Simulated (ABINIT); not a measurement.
## Moving the dispersion correction in As2Te

The cell as given:

```
Te As
1.0
    -3.55645    3.55645    2.94052
     3.55645   -3.55645    2.94052
     3.55645    3.55645   -2.94052
Te As
2 4
Cartesian
  0.0000 0.0000 0.0000
  0.0000 3.5565 1.4703
  0.0000 1.7782 3.6756
  3.5565 1.7782 0.7351
  1.7782 3.5565 -0.7351
  1.7782 0.0000 2.2054
```

The cell comes from a database or a generator and needn't be the stable form of this composition.

Kept alike: task relaxation of cell and atoms; functional PBE; k mesh 5 × 5 × 5; occupations fermi-dirac, width 0.05 eV; no spin polarisation. Program: ABINIT, JTH PAW PBE v2.0, cutoff 408 eV. The mesh is that of the run's cell of 6 atoms. No spin-orbit coupling.

| dispersion correction | volume (Å³/atom) |
| --- | --- |
| D2 | 23.849 |
| D3(zero) | 24.157 |
| D3(BJ) | 23.386 |
| none | 24.697 |

The relaxations keep at least the cell's symmetry (I4_1/amd). For a metal such a mesh leaves the last digits unconverged. Relaxations stop with a little pressure left, so the last digits of a volume or edge aren't settled.

The volume runs from 23.386 (D3(BJ)) to 24.697 Å³/atom (none). Against no correction: D2 -3.4 %; D3(zero) -2.2 %; D3(BJ) -5.3 %. Dispersion terms mostly attract and so lower the volume; the schemes' coefficients and damping set how far.
